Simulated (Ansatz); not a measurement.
Ansatz (a first-principles code) input:

Ansatz 0.2 input:
```yaml
crystal:
  lattice:
    - [-2.0107796916, 2.0107796916, 6.7795832377]
    - [2.0107796916, -2.0107796916, 6.7795832377]
    - [2.0107796916, 2.0107796916, -6.7795832377]
  atoms:
    - { symbol: K, position: [0.6437775031, 0.6437775031, 0.0] }
    - { symbol: K, position: [0.3562224969, 0.3562224969, 0.0] }
    - { symbol: Mg, position: [0.0, 0.0, 0.0] }
    - { symbol: H, position: [0.0, 0.5, 0.5] }
    - { symbol: H, position: [0.5, 0.0, 0.5] }
    - { symbol: H, position: [0.8523471315, 0.8523471315, 0.0] }
    - { symbol: H, position: [0.1476528685, 0.1476528685, 0.0] }
kpoints:
  mp_grid: { grid: [7, 7, 7] }
hamiltonian:
  xc: hse06
  pseudopotentials: { kind: paw }
scf:
  occupations: { method: fixed }
checkpoint: { read: static.run }
output: { bader: true, populations: true }
```

Output (shortened):

```
WARN checkpoint.read: basis.xc_grid differs: saved 2, current 1 (points along each axis for each point of the dense box …
WARN checkpoint.read: where the exact-exchange loop starts from the saved orbitals it accepts no state on its first cycle, because this run solves another …
basis.fft_grid_basis auto: the FFT boxes are laid along the combinations [[1, 0, 1], [0, 1, 1], [0, 0, 1]] of the cell's own vectors, 4.022, 4.022 and 7.352 Å …
Pseudopotential: K, paw, valence charge 9
Pseudopotential: Mg, paw, valence charge 10
Pseudopotential: H, paw, valence charge 1
Functional definition: HSE06
davidson cushion auto → on  (no smearing: the cushion is to keep the highest requested band from converging to the state above it …
Crystal: 7 atoms, lattice volume = 109.646 Å³
Basis set: ecut = 420 eV, 2171 PW (Γ), FFT grids on a1+a3, a2+a3, a3
Bands: 23, of which v1, the nominal top of the filled ones, is band 16 counted from 1 (15 counted from 0)
Symmetry: 16 space group operations
Space group: I4/mmm (ITA 139), of the structure as read, at distance tolerance 4.8e-5 Å
k-points: 40 of 343
Exchange kernel: α = 0.2500, screened, ω = 0.2079 Å⁻¹, Wigner–Seitz truncation, v(0) = 1046.9254 eV·Å³, q-mesh 7×7×7, nearest image of the exchange supercell L …
Frozen-core exchange: fock
iter 1 solved again at ethr=2.80e-10 eV; its pass at ethr=1.00e-1 eV (dr2=8.97e-8 eV) is discarded
SCF iter   1: F=—  HF=-5066.998959 eV  |F-HF|=—  |Δ(HF+E_count)|=         —  Δρ=1.77e-5  dr2=4.34e-7  ethr=2.80e-10  ⟨swp⟩=7.4  Hψ=5344  notcnv=0
preconditioner: auto → none
SCF iter   2: F=-5066.998959 eV  HF=-5066.998959 eV  |F-HF|=7.83e-9  |Δ(HF+E_count)|=   1.51e-7  Δρ=4.73e-6  dr2=6.10e-8  ethr=2.80e-10  ⟨swp⟩=4.2  Hψ=2988  notcnv=0
SCF 1 converged in 2 iterations: F = -5066.998959 eV  dr2 = 6.10e-8
hybrid outer 1: dexx = +8.064e-8 eV, tail = 2.89e-6 eV
Crystal: 7 atoms, lattice volume = 109.646 Å³
Exchange kernel: α = 0.2500, screened, ω = 0.2079 Å⁻¹, Wigner–Seitz truncation, v(0) = 1046.9254 eV·Å³, q-mesh 7×7×7, nearest image of the exchange supercell L …
Frozen-core exchange: fock
SCF iter   1: F=—  HF=-5066.998981 eV  |F-HF|=—  |Δ(HF+E_count)|=         —  Δρ=1.22e-5  dr2=2.07e-7  ethr=4.51e-8  ⟨swp⟩=2.1  Hψ=2045  notcnv=0
preconditioner: auto → none
iter 2 solved again at ethr=2.83e-11 eV; its pass at ethr=6.28e-10 eV (dr2=9.06e-9 eV) is discarded
SCF iter   2: F=-5066.998981 eV  HF=-5066.998981 eV  |F-HF|=5.76e-9  |Δ(HF+E_count)|=   7.91e-8  Δρ=3.21e-6  dr2=1.57e-8  ethr=2.83e-11  ⟨swp⟩=3.2  Hψ=4969  notcnv=0
SCF 2 converged in 2 iterations: F = -5066.998981 eV  dr2 = 1.57e-8
hybrid outer 2: dexx = +5.940e-8 eV, tail = 3.28e-8 eV, Δε = 1.74e-3 eV (about 2.79e-4 eV left of the loop's levels)
hybrid SCF converged: 2 outer / 4 inner (+0 warm-up), last move |dexx| = 5.94e-8 eV, tail = 3.28e-8 eV
Stability not checked (fock_operator)
Free energy (F): -5066.998981 eV
Frozen-core exchange: fock
Harris-Foulkes:  -5066.998981 eV  (|F-HF|=5.76e-9)
Internal energy: -5066.998981 eV  (E = F + TS)
E sigma→0 (E₀):  -5066.998981 eV
Fermi energy:    1.727481 eV
--- Per-component energies (eV) ---
  E_band       = -663.441178
  E_kinetic    = 639.312688
  E_local      = -3021.722638  (includes V_loc(G=0)·N_el)
  E_nonlocal   = 125.174791
  E_hartree    = 1084.557660
  E_xc         = -270.054261
  E_vxc        = -330.484891  (∫ρ·V_xc dr)
  E_exx        = -106.437014  (= α·E_x^exact, valence–valence)
  E_paw        = -1819.801444  (= ΣΔE_a)
  E_vpaw       = -31.956219  (= ΣTr[D̂ρ^β])
  E_aug_tail   = -0.004594  (compensation charges beyond the density's cutoff)
  E_ewald      = -1697.707034
  E_core_change = -0.317136  (= ΣΔE_core)
  E_smearing   =  0.000000  (= −TS)
  E_closure    = 0.000000  (closes the sum)
  Σ components = -5066.998981   (vs F -5066.998981, Δ=0.00e0)
  [band-id]    e_kinetic+e_local+e_nonlocal+2·e_hartree+e_vxc+2·e_exx+e_vpaw+e_augmentation_tail = -663.439571   (vs E_band -663.441178, Δ=1.61e-3)
--- Band table (eV; the first three rows and the last of 40) ---
  k-point 0: bands = ["-76.8276", "-41.7296", "-41.7296", "-41.7071", "-29.5843", "-29.5546", "-11.9359", "-11.6717", "-11.6717", "-11.6370", "-11.6326", "-11.6326", "-3.3382", "0.0167", "1.0317", "1.7275", "8.1003", "8.6519", "8.7578", "8.7578"]
  k-point 1: bands = ["-76.8276", "-41.7301", "-41.7300", "-41.7071", "-29.5778", "-29.5523", "-11.9086", "-11.7202", "-11.7034", "-11.6911", "-11.6620", "-11.6205", "-2.9562", "0.2457", "1.1509", "1.2350", "6.9121", "8.4367", "9.0079", "9.8405"]
  k-point 2: bands = ["-76.8275", "-41.7312", "-41.7311", "-41.7070", "-29.5634", "-29.5471", "-11.8576", "-11.7858", "-11.7741", "-11.7626", "-11.7279", "-11.6320", "-1.9695", "0.4063", "0.5313", "1.0833", "6.2248", "8.1406", "8.2921", "9.1973"]
  k-point 39: bands = ["-76.8276", "-41.7301", "-41.7295", "-41.7071", "-29.5721", "-29.5624", "-11.8214", "-11.7772", "-11.7051", "-11.6787", "-11.6525", "-11.6186", "-2.9262", "-0.4905", "1.3275", "1.5520", "7.9559", "8.7671", "8.8903", "9.3288"]
  guard bands above this table: 3 of the run's 23 bands. The solve was not asked for them (output.publish_guard_bands: true or output.eigenvalues …
--- Löwdin populations: 7 sites ---
  site symbol       q [e]
     0      K      8.3080
     1      K      8.3080
     2     Mg      8.5703
     3      H      1.6772
     4      H      1.6772
     5      H      1.6380
     6      H      1.6380
  spilling = 0.005732 (of n_electrons = 32.000000)
--- Bader charges: 7 sites ---
  site symbol  charge [e]  shift [e]
     0      K      0.7830     0.0000
     1      K      0.7830     0.0000
     2     Mg      1.6324     0.0010
     3      H     -0.8098     0.0003
     4      H     -0.8098     0.0003
     5      H     -0.7894     0.0002
     6      H     -0.7894     0.0002
  shift: an alarm, by how much a part of what the PAW files miss would move the charge. Where it is large, compare
  with a run on PAW files of another source; a small one proves nothing
  estimated error of the sums over rays = 3.6e-4 e
```

The first step of the workflow began from a Materials Project structure, measured or hypothetical; the Crystallography Open Database files this formula in space group No. 139, but the cells were not matched. Its standing as an ambient phase is unchecked. The cell was relaxed with HSE06 under the symmetry of its start; its stability against distortions is not shown here.

Potentials: the later of the program's two PAW sets.

Ansatz is a plane-wave DFT program.
